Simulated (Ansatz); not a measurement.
These are results of DFT PBE, scalar-relativistic, plane waves, PAW in Ansatz 0.2.0, not measurements. All cells share a 420 eV cutoff and Γ-centred k meshes spaced at most about 0.3 Å⁻¹ (about 0.25 or finer for metals, 2π included). Collinear spin in cells that started with moments and kept them past the coarse steps, no spin elsewhere.

Temperature and zero-point effects are left out. All come from trial cells, and lower structures may exist.

Question: Order these relaxed structures of ScF₅ by energy, lowest first, with the energy over the lowest of them.
1.

```cif
data_structure
_symmetry_space_group_name_H-M 'P6/mmm'
_symmetry_Int_Tables_number 191
_cell_length_a 4.5032
_cell_length_b 4.5032
_cell_length_c 6.0638
_cell_angle_alpha 90.000
_cell_angle_beta 90.000
_cell_angle_gamma 120.000
_cell_volume 106.49
loop_
_atom_site_label
_atom_site_type_symbol
_atom_site_symmetry_multiplicity
_atom_site_Wyckoff_symbol
_atom_site_fract_x
_atom_site_fract_y
_atom_site_fract_z
_atom_site_occupancy
Sc1 Sc 1 b 0.00000 0.00000 0.50000 1
F1 F 2 e 0.00000 0.00000 0.81563 1
F2 F 3 g 0.50000 0.00000 0.50000 1
```

2.

```cif
data_structure
_symmetry_space_group_name_H-M 'P6/mmm'
_symmetry_Int_Tables_number 191
_cell_length_a 3.9713
_cell_length_b 3.9713
_cell_length_c 4.9352
_cell_angle_alpha 90.000
_cell_angle_beta 90.000
_cell_angle_gamma 120.000
_cell_volume 67.41
loop_
_atom_site_label
_atom_site_type_symbol
_atom_site_symmetry_multiplicity
_atom_site_Wyckoff_symbol
_atom_site_fract_x
_atom_site_fract_y
_atom_site_fract_z
_atom_site_occupancy
Sc1 Sc 1 a 0.00000 0.00000 0.00000 1
F1 F 3 g 0.50000 0.50000 0.50000 1
F2 F 2 c 0.66667 0.33333 0.00000 1
```

3.

```cif
data_structure
_symmetry_space_group_name_H-M 'P-62m'
_symmetry_Int_Tables_number 189
_cell_length_a 5.9928
_cell_length_b 5.9928
_cell_length_c 2.9834
_cell_angle_alpha 90.000
_cell_angle_beta 90.000
_cell_angle_gamma 120.000
_cell_volume 92.79
loop_
_atom_site_label
_atom_site_type_symbol
_atom_site_symmetry_multiplicity
_atom_site_Wyckoff_symbol
_atom_site_fract_x
_atom_site_fract_y
_atom_site_fract_z
_atom_site_occupancy
Sc1 Sc 1 b 0.00000 0.00000 0.50000 1
F1 F 2 d 0.66667 0.33333 0.50000 1
F2 F 3 f 0.23840 0.00000 0.00000 1
```

4.

```cif
data_structure
_symmetry_space_group_name_H-M 'P4/mmm'
_symmetry_Int_Tables_number 123
_cell_length_a 4.1186
_cell_length_b 4.1186
_cell_length_c 5.0669
_cell_angle_alpha 90.000
_cell_angle_beta 90.000
_cell_angle_gamma 90.000
_cell_volume 85.95
loop_
_atom_site_label
_atom_site_type_symbol
_atom_site_symmetry_multiplicity
_atom_site_Wyckoff_symbol
_atom_site_fract_x
_atom_site_fract_y
_atom_site_fract_z
_atom_site_occupancy
Sc1 Sc 1 c 0.50000 0.50000 0.00000 1
F1 F 2 f 0.00000 0.50000 0.00000 1
F2 F 2 e 0.00000 0.50000 0.50000 1
F3 F 1 a 0.00000 0.00000 0.00000 1
```

Answer: 1 (0 meV/atom), 3 (138 meV/atom), 2 (505 meV/atom), 4 (553 meV/atom). Forms: 1 P6/mmm, moments up to 0.5 μB; 3 P-62m, moments up to 0.9 μB; 2 P6/mmm, moments up to 0.2 μB; 4 P4/mmm, moments up to 0.7 μB. Counting F atoms around Sc (those within 1.25 times the shortest such distance or 1.15 times the sum of covalent radii; a plus sign parts nearer from farther groups): cell 1 has Sc 2+6; cell 3 has Sc 6; cell 2 has Sc 6; cell 4 has Sc 4.

No dispersion correction is applied, so the spacing and binding between layers, chains or molecules are poorly described (P6/mmm at 17.7 Å³/atom, P-62m, P6/mmm at 11.2 Å³/atom, P4/mmm), and this can change margins and order among such cells. Another magnetic order may lie lower. Cells relaxed within their symmetry can be saddle points. Some types were kept out of the candidates beforehand, so the set may lack a known form.
